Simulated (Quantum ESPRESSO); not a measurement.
## Zn2GaSe3Cl (convergence and cost over cutoff and k mesh)

Simulated, not a measurement. The program is pw.x of Quantum ESPRESSO 7.5 (plane-wave density functional theory). The cell is made up: 7 atoms on a wurtzite lattice with one site empty, with randomly drawn elements, strain and displacements, not relaxed. PseudoDojo standard norm-conserving files (v0.5 for PBE, v0.4.1 for LDA and PBEsol) set the functional; there is no spin polarisation, spin-orbit coupling or dispersion term, and the masses in the input are unused placeholders.

Input of the run in row 4:

```
&control calculation='scf', pseudo_dir='./dojo.nc.sr.pbe.v0_5.standard.upf', outdir='./o', disk_io='low', tprnfor=.true., tstress=.true. /
&system ibrav=0, nat=7, ntyp=4, nbnd=60, ecutwfc=85.99341389, nosym=.true., tot_charge=0,
 occupations='smearing', smearing='fd', degauss=0.0018374661
/
&electrons conv_thr=7.350e-09, electron_maxstep=60, /
ATOMIC_SPECIES
Cl 1.0 Cl.upf
Ga 1.0 Ga.upf
Se 1.0 Se.upf
Zn 1.0 Zn.upf
CELL_PARAMETERS angstrom
4.1168 -0.0415 -0.0643
-0.072 7.0467 0.0598
-0.105 0.0564 6.5265
ATOMIC_POSITIONS angstrom
Zn 0.1378 0.0257 0.0808
Ga 1.8097 1.4944 3.2624
Zn -0.0427 4.6985 3.3465
Se -0.0192 0.0817 2.597
Se 2.0235 3.5939 2.3993
Se 2.0201 1.2086 5.6221
Cl -0.0811 4.6698 5.7013
K_POINTS automatic
4 4 4 1 1 1
```

The same cell was run at these settings. Meshes are shifted by half a step, and differences are from the last row, which is itself not exact.

| cutoff (eV) | k mesh | k points solved | threshold (eV) | free energy less the last row's (eV) | pressure (GPa) | largest stress difference (GPa) | largest force difference (eV/Å) | iterations | wall time (s) | k-point pools | processor |
| --- | --- | --- | --- | --- | --- | --- | --- | --- | --- | --- | --- |
| 819 | 2 x 2 x 2 | 4 | 1e-04 | 5.857 | -55.32 | 55.95 | 0.155 | 7 | 25 | 4 | Intel Xeon, 2023 or later |
| 1170 | 2 x 2 x 2 | 4 | 1e-07 | -0.500 | -1.77 | 2.59 | 0.134 | 10 | 48 | 4 | Intel Xeon, 2023 or later |
| 816 | 4 x 4 x 4 | 32 | 1e-07 | 6.711 | -57.44 | 56.36 | 0.023 | 11 | 132 | 4 | Intel Xeon, 2023 or later |
| 1170 | 4 x 4 x 4 | 32 | 1e-07 | -0.021 | -1.24 | 0.18 | 0.011 | 10 | 210 | 4 | Intel Xeon, 2023 or later |
| 1467 | 6 x 6 x 6 | 108 | 1e-07 | 0.000 | -1.21 | 0.00 | 0.000 | 10 | 600 | 4 | Intel Xeon, 2023 or later |

Each pool is one process. Wall times include start-up and a band step at six k points, which weighs most on the coarsest meshes. The runs were on shared virtual cores whose load varied, so times are rough.